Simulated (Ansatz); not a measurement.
Rb2NaRhF6: the gap from level to level

A database entry relaxed whole under r2SCAN at zero pressure (Fm-3m, No. 225):

```yaml
crystal:
  lattice:
    - [0.00000, 4.23464, 4.23464]
    - [4.23464, 0.00000, 4.23464]
    - [4.23464, 4.23464, 0.00000]
  atoms:
    - { symbol: Rb, position: [0.25000, 0.25000, 0.25000] }
    - { symbol: Rb, position: [0.75000, 0.75000, 0.75000] }
    - { symbol: Na, position: [0.50000, 0.50000, 0.50000] }
    - { symbol: Rh, position: [0.00000, 0.00000, 0.00000] }
    - { symbol: F, position: [0.76530, 0.23470, 0.23470] }
    - { symbol: F, position: [0.23470, 0.76530, 0.23470] }
    - { symbol: F, position: [0.23470, 0.76530, 0.76530] }
    - { symbol: F, position: [0.76530, 0.23470, 0.76530] }
    - { symbol: F, position: [0.23470, 0.23470, 0.76530] }
    - { symbol: F, position: [0.76530, 0.76530, 0.23470] }
```

Its volume is 15.19 Å³ an atom, -0.8 % against the entry's 15.31, a cell as deposited in COD (1975).

Single points on this cell with plane-wave PAW DFT (Ansatz 0.2.0; r2SCAN 500 eV, hybrids 420 eV; fermi-dirac occupations of width 0.020 eV; no moments): r2SCAN on a 6×6×6 Γ-centred mesh; HSE06 on a 4×4×4 Γ-centred mesh; PBE0 on a 4×4×4 Γ-centred mesh.

Q: How do gap, pressure and charges move from level to level?

A: The runs give:

```json
{"level": "r2SCAN", "gap (eV), or kind": "2.60", "pressure (GPa)": "0.0", "Bader charge of Rb (e)": "+0.91", "Bader charge of Na (e)": "+0.91", "Bader charge of Rh (e)": "+1.65", "Bader charge of F (e)": "-0.73"}
{"level": "HSE06", "gap (eV), or kind": "4.48", "pressure (GPa)": "0.5", "Bader charge of Rb (e)": "+0.92", "Bader charge of Na (e)": "+0.91", "Bader charge of Rh (e)": "+1.70", "Bader charge of F (e)": "-0.74"}
{"level": "PBE0", "gap (eV), or kind": "5.29", "pressure (GPa)": "0.5", "Bader charge of Rb (e)": "+0.92", "Bader charge of Na (e)": "+0.91", "Bader charge of Rh (e)": "+1.70", "Bader charge of F (e)": "-0.74"}
```

Under r2SCAN the gap is 2.60 eV, over mesh and band path. HSE06 moves it by +1.88 eV and PBE0 by +2.69 eV; PBE0 keeps its exact exchange at long range, which widens the gap over HSE06's by 0.81 eV on their common mesh. The charge on Rh goes from +1.65 to +1.70 e under HSE06.

Caveats: the relaxation kept the start's symmetry; HSE06 is read on its mesh and at the zone's corners, PBE0 on its mesh alone; hybrid pressures are good to a few tenths of a GPa; pressure is positive in compression.
